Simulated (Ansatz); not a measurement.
This is a band-structure calculation with Ansatz 0.2.0 on Ge2CN4 on the sites of β-Si3N4 (relaxed group Pm); the level of theory is PBE. The geometry is the r2SCAN minimum.

The input:
```yaml
crystal:
  lattice:
    - [7.1613702022, 0.0, 0.0285580426]
    - [0.0, 2.9362723169, 0.0]
    - [-3.5563613075, 0.0, 6.6667085094]
  atoms:
    - { symbol: Ge, position: [0.5907626555, 0.5, 0.8422543329] }
    - { symbol: Ge, position: [0.8319382217, 0.0, 0.2301846037] }
    - { symbol: Ge, position: [0.7627787881, 0.0, 0.5825885498] }
    - { symbol: Ge, position: [0.2639406192, 0.5, 0.4156471875] }
    - { symbol: C, position: [0.1948891223, 0.5, 0.8017981583] }
    - { symbol: C, position: [0.4063492837, 0.0, 0.1736885483] }
    - { symbol: "N", position: [0.3109258007, 0.5, 0.6902900428] }
    - { symbol: "N", position: [0.6198619085, 0.0, 0.2969031662] }
    - { symbol: "N", position: [0.6293995917, 0.5, 0.6150852785] }
    - { symbol: "N", position: [0.7307718014, 0.0, 0.9664858353] }
    - { symbol: "N", position: [0.0508177161, 0.0, 0.7559226641] }
    - { symbol: "N", position: [0.9794083319, 0.5, 0.3422858723] }
    - { symbol: "N", position: [0.2763668585, 0.0, 0.2688940013] }
    - { symbol: "N", position: [0.3517893005, 0.5, 0.0179717592] }
kpoints:
  mp_grid: { grid: [4, 8, 4] }
  band_path:
    path:
      - [0.0, 0.0, 0.0]
      - [0.0, 0.5, 0.0]
      - [-4.345730109154e-19, 0.5, 0.5]
      - [-4.345730109154e-19, 0.0, 0.5]
      - [0.0, 0.0, 0.0]
      - [-0.5, 0.0, 0.5]
      - [-0.5, 0.5, 0.5]
      - [0.0, 0.5, 0.0]
      - [-0.5, 0.5, -6.352708331354e-17]
      - [-0.5, 0.0, -6.352708331354e-17]
      - [0.0, 0.0, 0.0]
    npoints: 10
hamiltonian:
  xc: pbe
scf:
  occupations: { method: fermi_dirac, width: 0.02 }
  n_extra_bands: 7
output:
  forces: true
  stress: true
  eigenvalues: true
```

Wall time 18 s on 1 × NVIDIA H100 80GB HBM3 with 2 threads of AMD EPYC 7R13 Processor (Zen 3) (shared host), load about 0.7 per core; peak host memory 1.2 GiB.

Output, abridged:
```
Pseudopotential: Ge, paw, valence charge 14, recommended cutoff 420 eV (normal)
Pseudopotential: C, paw, valence charge 4, recommended cutoff 420 eV (normal)
Pseudopotential: N, paw, valence charge 5, recommended cutoff 420 eV (normal)
Functional definition: PBE
Crystal: 14 atoms, lattice volume = 140.484 Å³
Basis set: ecut = 420 eV, 2735 PW (Γ)
Bands: 59, of which v1, the nominal top of the filled ones, is band 52 counted from 1 (51 counted from 0)
Symmetry: 2 space group operations
Space group: Pm (ITA 6)
k-points: 50 of 128 (time reversal used)
SCF 1 converged in 8 iterations: F = -20746.289174 eV  dr2 = 7.04e-8
NSCF: frozen V_eff on 101 k-points
Free energy (F): -20746.289174 eV
Fermi energy:    10.574068 eV
--- Per-component energies (eV) ---
  E_band       = -454.841733
  E_kinetic    = 1675.624003
  E_local      = -11827.802700
  E_nonlocal   = 2115.005862
  E_hartree    = 5007.293203
  E_xc         = -875.164008
  E_vxc        = -984.691248
  E_paw        = -9314.456321
  E_vpaw       = -1447.566549
  E_ewald      = -7526.791242
--- Forces (eV/Å), atoms counted from 1 ---
  atom   1  Ge    -0.12023      0.00000      0.11720
  atom   2  Ge      0.00731      0.00000    -0.02369
  atom   3  Ge      0.24905      0.00000      0.03687
  atom   4  Ge      0.15952      0.00000      0.15270
  atom   5  C     -0.09325      0.00000    -0.01334
  atom   6  C     -0.02693      0.00000    -0.10271
  atom   7  N     -0.36996      0.00000    -0.03540
  atom   8  N     -0.27052      0.00000    -0.11032
  atom   9  N     -0.17037      0.00000    -0.12739
  atom  10  N       0.36806      0.00000    -0.04241
  atom  11  N       0.18708      0.00000      0.23497
  atom  12  N     -0.02060      0.00000      0.26187
  atom  13  N       0.11492      0.00000    -0.32139
  atom  14  N     -0.01402      0.00000    -0.02700
--- Stress (GPa, compression-positive) ---
        6.397686       0.000000       0.349810
        0.000000       6.424020       0.000000
        0.349807       0.000000       6.719909
  P = ⅓ Tr σ = 6.5139 GPa (65.139 kbar)
```

Levels along the path, in eV from the valence top (v1 is the last filled band, c1 the first empty one):

| point | distance (1/Å) | v1 | c1 |
| --- | --- | --- | --- |
| Γ | 0.00 | 0.00 | 1.55 |
| · | 0.53 | -0.14 | 3.02 |
| Z | 1.07 | -0.61 | 2.57 |
| · | 1.31 | -0.55 | 2.68 |
| D | 1.54 | -0.48 | 2.62 |
| · | 2.08 | -0.33 | 2.47 |
| B | 2.61 | -0.07 | 1.69 |
| · | 2.85 | -0.03 | 1.64 |
| Γ | 3.08 | 0.00 | 1.55 |
| · | 3.33 | -0.02 | 1.75 |
| A | 3.58 | -0.06 | 1.88 |
| · | 4.11 | -0.21 | 3.43 |
| E | 4.65 | -0.53 | 3.04 |
| · | 4.90 | -0.60 | 3.09 |
| Z | 5.15 | -0.61 | 2.57 |
| · | 5.40 | -0.51 | 2.68 |
| C₂ | 5.65 | -0.39 | 2.72 |
| · | 6.18 | -0.17 | 2.28 |
| Y₂ | 6.71 | -0.06 | 1.49 |
| · | 6.96 | -0.03 | 1.52 |
| Γ | 7.21 | 0.00 | 1.55 |

The PBE gap is indirect, 1.49 eV (Γ to Y₂), below the direct gap of 1.55 eV at Y₂–Γ (0.50 of the way from Y₂). Edges are sought over the mesh and the listed points. The mean pressure at these positions is +6.51 GPa, compression counted positive. The largest force is 0.37 eV/Å.

Note: simulated data, non-magnetic, for a generated structure that need not be the stable one.

The runs are scalar-relativistic, without spin-orbit coupling.
